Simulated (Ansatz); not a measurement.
Here is the system:

Sb:
Space group I-43m (No. 217); a = 6.9533 Å, b = 6.9533 Å, c = 6.9533 Å, α = 90.00°, β = 90.00°, γ = 90.00°

```tsv
atom	site	symmetry	x	y	z
Sb	8c	.3m	0.1446	0.1446	0.1446
```
(The calculation used a cell of 4 atoms; values per cell refer to that cell.)

This is the r²SCAN+D4-relaxed structure.

All from DFT-r²SCAN+D4 in the program Ansatz with PAW potentials, unless another level is named. Predict the electron effective mass, band 1 of 3 at the edge.

0.44 along [100], 0.50 along [110], 1.3 along [111] (mₑ).

What about the hole effective mass, band 1 of 2 at the edge?

3.6 along [100], 0.69 along [110], 0.38 along [111] (mₑ).

And the HSE06 gap on the r²SCAN+D4 cell?

1.56 eV.

The start of the workflow was typed in or built on a structure type; neither database checked (COD, Materials Project) lists it. It is not the phase usual at ambient conditions (space group No. 166). The cell was relaxed with r²SCAN+D4 under the symmetry of its start; its stability against distortions is not shown here. The volume moved by 16 % from the start of the relaxation. Spin–orbit coupling is left out wherever it is not named.

Potentials: the later of the program's two PAW sets.
